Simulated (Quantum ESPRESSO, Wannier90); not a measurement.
CdTe (zinc blende): Wannier90 run

```xyz
2
Lattice="0.0000 3.2821 3.2821 3.2821 0.0000 3.2821 3.2821 3.2821 0.0000" Properties=species:S:1:pos:R:3 pbc="T T T"
Cd     0.0000     0.0000     0.0000
Te    -1.6411    -1.6411    -1.6411
```

Materials Project entry mp-406; symmetrised, unrelaxed at this level. COD (Crystallography Open Database) has the formula in 2 space groups, this one among them (matched by group alone). Method: PBEsol plane waves in Quantum ESPRESSO 7.5 (PseudoDojo norm-conserving files, 82 Ry, no spin polarisation, no spin-orbit coupling), Bloch states on a 8×8×8 mesh through Γ, Wannier90 4.0.1. Density: 8×8×8 mesh, Gaussian smearing 0.01 Ry. Spin-orbit coupling is left out although heavy elements are present.

Band 10 is isolated and gives one Wannier function a cell (Te2 5s 81 %, Cd1 4d 11 %, Cd1 5s 8 %; spread 2.14 Å²). Its on-site energy is ε = -10.639 eV relative to the valence-band maximum, and its hoppings t(R) = t(−R) to the nearer images are (images within this range that aren't listed have |t| under 5 meV):

| R (lattice vectors; −R alike) | distance (Å) | t (eV) |
|---|---|---|
| 0 0 1 | 4.64 | -0.030 |
| 0 1 -1 | 4.64 | -0.030 |
| 0 1 0 | 4.64 | -0.030 |
| 1 -1 0 | 4.64 | -0.030 |
| 1 0 -1 | 4.64 | -0.030 |
| 1 0 0 | 4.64 | -0.030 |

Task: Work out the band energy at Γ, X, U, K from these numbers.

Result: For one orbital E(k) = ε + Σ_R 2 t(R) cos(2π k·R), the sum over the listed R.
- Γ, k = (0.000, 0.000, 0.000): E = -10.639 + (-0.030)·(12.00) = -11.00 eV; pw.x: -11.00 eV
- X, k = (-0.500, -0.500, 0.000): E = -10.639 + (-0.030)·(-4.00) = -10.52 eV; pw.x: -10.52 eV
- U, k = (-0.375, -0.375, 0.250): E = -10.639 + (-0.030)·(-3.66) = -10.53 eV; pw.x: -10.53 eV
- K, k = (-0.375, 0.000, 0.375): E = -10.639 + (-0.030)·(-3.66) = -10.53 eV; pw.x: -10.53 eV

At these points the listed shells miss the plane-wave band by up to 0.01 eV, of a width of 0.48 eV on the path. With all its hoppings the model misses the band by 0.1 meV at worst on the whole path; the listed shells hold nearly all of the dispersion.
